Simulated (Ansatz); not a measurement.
BeS:
```xyz
6
Lattice="3.4062 0.0000 0.0000 -1.7031 2.9499 0.0000 0.0000 0.0000 7.7186" Properties=species:S:1:pos:R:3 pbc="T T T"
Be     1.7031     0.0000     0.0000
Be    -0.8516     1.4749     2.5729
Be     0.8516     1.4749     5.1458
S      1.7031     0.0000     3.8593
S     -0.8516     1.4749     6.4322
S      0.8516     1.4749     1.2864
```

Relaxed with PBE+D3(BJ). Special points in fractions of this cell's reciprocal vectors: Γ (0.000, 0.000, 0.000); M (0.500, 0.000, 0.000); K (0.333, 0.333, 0.000); A (0.000, 0.000, 0.500); L (0.500, 0.000, 0.500); H (0.333, 0.333, 0.500).

Question: List the band energies nearest the valence-band maximum at these points for PBE+D3(BJ) (plane waves, PAW; program Ansatz).

Answer: In eV from the valence-band maximum; about four levels below and three above (degenerate sets whole), none deeper than 8.9 eV; points with the same levels are listed once.

```
k                          below                above
-  -----------------------------  -------------------
Γ         -0.67 -0.67 -0.31 0.00       4.07 4.07 5.06
M        -2.29 -2.24 -1.81 -1.69       2.60 2.80 3.79
K  -4.09 -4.09 -2.59 -1.76 -1.76       4.06 4.23 4.23
A        -0.74 -0.46 -0.46 -0.37  3.54 5.18 5.27 5.27
L        -2.53 -2.09 -1.68 -1.33       3.17 3.80 4.12
H        -3.36 -3.36 -2.72 -1.30  4.44 5.00 6.00 6.00
```

Space group P6_422. The start of the workflow was typed in or built on a structure type; neither database checked (COD, Materials Project) lists it. COD files the formula under space group No. 216, so this cell is another polymorph or a model. Its standing as an ambient phase is unchecked. The PBE+D3(BJ) relaxation kept the symmetry of its start; whether a distortion lowers the energy is not shown.

Potentials: the later of the program's two PAW sets.
